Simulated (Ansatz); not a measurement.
Molecular dynamics on a 2×2×1 supercell (12 atoms) of WS₂ (CdI2 type), relaxed with r2SCAN+rVV10. Forces come from r2SCAN in the plane-wave code Ansatz: a Langevin thermostat at fixed volume, 450 K, steps of 2 fs. Classical nuclei, no spin polarisation; a few dozen steps show the first response, not equilibrium. The structure comes from a prototype and may be hypothetical.

```yaml
crystal:
  lattice:
    - [6.4575288123, 1.0e-10, 0.0]
    - [-3.2287644062, 5.5923839971, 0.0]
    - [0.0, 0.0, 5.9936451124]
  atoms:
    - { symbol: W, position: [0.0, 0.0, 0.0] }
    - { symbol: S, position: [0.1666666667, 0.3333333333, 0.2566832689] }
    - { symbol: S, position: [0.3333333333, 0.1666666667, 0.7433167311] }
    - { symbol: W, position: [0.0, 0.5, 0.0] }
    - { symbol: S, position: [0.1666666667, 0.8333333333, 0.2566832689] }
    - { symbol: S, position: [0.3333333333, 0.6666666667, 0.7433167311] }
    - { symbol: W, position: [0.5, 0.0, 0.0] }
    - { symbol: S, position: [0.6666666667, 0.3333333333, 0.2566832689] }
    - { symbol: S, position: [0.8333333333, 0.1666666667, 0.7433167311] }
    - { symbol: W, position: [0.5, 0.5, 0.0] }
    - { symbol: S, position: [0.6666666667, 0.8333333333, 0.2566832689] }
    - { symbol: S, position: [0.8333333333, 0.6666666667, 0.7433167311] }
kpoints:
  mp_grid: { grid: [3, 3, 2] }
hamiltonian:
  xc: r2scan
scf:
  occupations: { method: fermi_dirac, width: 0.039 }
md:
  ensemble: nvt_langevin
  temperature: 450
  timestep: 2.0
  n_steps: 40
  initial_velocities: maxwell_boltzmann
  seed: 2138
```

Command: `ansatz run input.yaml --threads 4 --pin off --max-ram 3686MiB --backend cpu --events-out ev --progress --plain --runs-dir out`. Wall time 5.7 min on 4 threads of Arm Neoverse V1, with other jobs on the host, load about 0.9 per core; peak host memory 1.1 GiB.

```csv
step,t (fs),T (K),free energy F from step 0 (meV/atom),kinetic energy (meV/atom),largest force (eV/Å)
0,0,412,0.0,53.3,0.07
1,2,413,0.8,53.4,0.30
2,4,408,2.9,52.7,0.54
3,6,377,6.0,48.8,0.77
4,8,350,10.1,45.3,0.95
5,10,310,14.8,40.1,1.16
6,12,248,19.6,32.0,1.32
7,14,198,24.1,25.6,1.47
8,16,187,28.3,24.2,1.59
9,18,162,32.1,21.0,1.67
10,20,174,34.9,22.5,1.71
11,22,149,36.5,19.2,1.71
12,24,156,37.0,20.2,1.69
13,26,168,36.7,21.8,1.72
14,28,189,35.5,24.4,1.73
15,30,230,33.6,29.7,1.70
16,32,238,31.5,30.8,1.66
17,34,256,29.5,33.1,1.63
18,36,321,27.2,41.5,1.60
19,38,316,24.5,40.8,1.57
20,40,367,21.8,47.4,1.52
21,42,354,19.5,45.8,1.48
22,44,349,17.5,45.1,1.44
23,46,388,15.1,50.2,1.37
24,48,435,12.8,56.2,1.33
25,50,428,11.0,55.3,1.34
26,52,414,9.4,53.6,1.38
27,54,424,8.1,54.8,1.46
28,56,453,7.2,58.6,1.54
29,58,471,6.8,60.9,1.60
30,60,485,7.1,62.7,1.65
31,62,453,7.4,58.6,1.78
32,64,477,7.3,61.7,1.93
33,66,430,6.5,55.6,2.09
34,68,451,5.4,58.2,2.23
35,70,519,4.3,67.1,2.36
36,72,477,3.2,61.7,2.49
37,74,470,1.7,60.8,2.61
38,76,469,-0.8,60.7,2.68
39,78,538,-3.5,69.6,2.73
40,80,523,-6.0,67.6,2.77
```

The temperature starts at 412 K, is lowest at step 11 (149 K, 22 fs) and ends at 523 K. The atoms start on their lattice sites with kinetic energy alone, so much of it first passes into potential energy. The free energy ends below that of the starting lattice, which is therefore no minimum: the cell is distorting and heats up. By the last step the atoms have moved 0.15 Å in the root mean square, the drift of the whole cell taken out, 0.22 Å at most.

Positions (Å) and forces (eV/Å) at step 40:
```
W   -0.051   0.174  -0.029    -0.159   1.812   0.140
S    0.004   1.919   1.610    -0.619  -0.530   0.890
S    1.574   0.824   4.341    -0.161   0.883   0.132
W   -1.629   2.622   0.080    -0.260  -1.324  -0.158
S   -1.707   4.674   1.458     0.119  -0.436  -0.483
S   -0.037   3.640   4.587    -0.297   0.198  -0.900
W    3.186   0.056  -0.107     0.116   1.169   0.510
S    3.065   1.740   1.524     1.525   0.237   1.118
S    4.764   0.963   4.339     0.209  -0.301   0.145
W    1.590   2.688   0.023    -0.652  -2.336  -1.341
S    1.543   4.572   1.393     0.334   1.358   0.526
S    3.226   3.781   4.643    -0.154  -0.730  -0.578
```
